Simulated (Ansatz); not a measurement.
RbAu (CsCl type, Pm-3m), DFT-r²SCAN in the program Ansatz with PAW potentials, all energies at zero smearing, with the estimated change up to a 700 eV cutoff added, with one set of potentials and settings (totals compare only within such a set). Cell of 2 atoms (1 Rb, 1 Au): -16442.112 eV.

```csv
element,reference phase,E (eV/atom)
Rb,"Cmcm, 2 atoms in the cell",-3278.0015
Au,"Fm-3m, 1 atoms in the cell",-13163.5078
```

Formation energy per atom, worked out: (-16442.112 − 1×(-3278.0015) − 1×(-13163.5078))/2 = -0.302 eV/atom (-29 kJ per mol of atoms), at 0 K, without zero-point energy or fitted corrections.

The first step of the workflow began from a Materials Project structure, measured or hypothetical; the Crystallography Open Database files this formula in space group No. 221, but the cells were not matched. Whether it is the stable phase at ambient conditions was not checked. The cell was relaxed with r²SCAN under the symmetry of its start; whether a distortion lowers the energy is not shown. The references are the lowest solids computed at this level, not always the standard phases. Scalar-relativistic: spin–orbit coupling is off unless named, which matters more the heavier the elements.

Potentials: the later of the program's two PAW sets.
